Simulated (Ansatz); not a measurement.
Relaxed MgS (rock salt):

```
CELL_PARAMETERS angstrom
      0.00000     5.22970     5.22970
      2.61485     2.61485     5.22970
      2.61485     2.61485     0.00000
ATOMIC_POSITIONS crystal
  S  0.00000 0.00000 0.00000
  S  0.50000 0.00000 0.00000
  Mg 0.00000 0.50000 0.50000
  Mg 0.50000 0.50000 0.50000
```

A phonon eigenvector at X = (0.5, 0.5, 0.0) is frozen into this cell: atom i moves by Q times the vector below, so Q is the largest atomic displacement, in Å. The cell is held. (q is in reciprocal vectors of the primitive cell; the cell shown is doubled to hold the pattern.)

| atom | x | y | z |
|---|---|---|---|
| S1 | 0.000 | 0.000 | -0.449 |
| S2 | 0.000 | 0.000 | 0.449 |
| Mg3 | 0.000 | 0.000 | -1.000 |
| Mg4 | 0.000 | 0.000 | 1.000 |

All values below come from PBE (plane waves to 420 eV, PAW, scalar-relativistic; Ansatz, an electronic-structure program). k mesh 11×11×11 (Γ-centred), Fermi-Dirac smearing 0.05 eV. Energies are smeared free energies. MgS was relaxed with its symmetry unable to fall. ΔE is measured from the undisplaced structure.

```tsv
Q (Å)	ΔE (meV/cell)
-0.180	124.7
-0.150	withheld
-0.120	54.6
-0.090	30.6
-0.060	13.5
-0.030	3.4
0.000	0.0
0.030	3.4
0.060	13.5
0.090	30.6
0.120	54.6
0.150	withheld
0.180	124.7
```

Problem. Fit an even polynomial form (powers 2, 4) to the given rows and predict ΔE at Q = -0.150.

Solution. Least squares on the 11 given rows: ΔE = (3748)·Q² + (3104)·Q⁴, in meV/cell with Q in Å; root-mean-square residual 0.02 meV/cell. At -0.150 the fit gives 85.9 meV/cell; the calculation gives 85.9 meV/cell, the same to the digits shown. The quadratic term alone would give 84.3 meV/cell.

(For displaced atoms, the force is minus the slope of the energy, and its curvature is a force constant, which sets phonon frequencies.)
